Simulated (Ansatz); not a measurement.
Total density of states per atom from plane-wave PAW r²SCAN (Ansatz code), in 0.25 eV bins, energy from the Fermi level:

| E (eV) | states/eV/atom |
|---|---|
| -7.85 | 0.14 |
| -7.60 | 0.33 |
| -7.35 | 0.72 |
| -7.10 | 0.22 |
| -6.85 | 0.66 |
| -6.60 | 1.13 |
| -6.35 | 0.75 |
| -6.10 | 0.32 |
| -5.85 | 0.91 |
| -5.60 | 1.01 |
| -5.35 | 0.96 |
| -5.10 | 1.02 |
| -4.85 | 0.74 |
| -4.60 | 0.55 |
| -4.35 | 0.52 |
| -4.10 | 0.45 |
| -3.85 | 0.23 |
| -3.60 | 0.09 |
| -3.35 | 0.06 |
| -3.10 | 0.04 |
| -2.85 | 0.05 |
| -2.60 | 0.07 |
| -2.35 | 0.11 |
| -2.10 | 0.13 |
| -1.85 | 0.14 |
| -1.60 | 0.15 |
| -1.35 | 0.17 |
| -1.10 | 0.18 |
| -0.85 | 0.22 |
| -0.60 | 0.23 |
| -0.35 | 0.27 |
| -0.10 | 0.29 |
| 0.15 | 0.27 |
| 0.40 | 0.30 |
| 0.65 | 0.34 |
| 0.90 | 0.40 |
| 1.15 | 0.39 |
| 1.40 | 0.46 |
| 1.65 | 0.46 |
| 1.90 | 0.52 |
| 2.15 | 0.60 |
| 2.40 | 0.80 |
| 2.65 | 0.90 |
| 2.90 | 0.75 |
| 3.15 | 0.91 |
| 3.40 | 1.05 |
| 3.65 | 1.22 |
| 3.90 | 0.76 |

Task: Which of these materials gives this?
A. Hf2N, anti-rutile
B. ScAg2, MoSi2 or CaC2 type
C. HfScTaN3, P3m1 (Pearson symbol hP6)
D. Ta3Re, Fm-3m (Ta on 8c, Ta on 4b, Re on 4a)

Result: C, HfScTaN3, P3m1 (Pearson symbol hP6). Within 0.5 eV of the Fermi level: Ta 5d 38 %, Hf 5d 21 %, Sc 3d 19 %, N 2p 18 %. Projections are on Löwdin-orthogonalised atomic valence shells; empty p or d shells of many metals are not among them.

The start of the workflow was typed in or built on a structure type; neither database checked (COD, Materials Project) lists it. Whether it is the stable phase at ambient conditions was not checked. Symmetry was held in the r²SCAN relaxation; whether a distortion lowers the energy is not shown. No spin polarisation was allowed. With an odd number of electrons in the cell and no spin polarisation, the count alone makes it a metal. Scalar-relativistic: spin–orbit coupling is off unless named, which matters more the heavier the elements.

Potentials: the later of the program's two PAW sets.
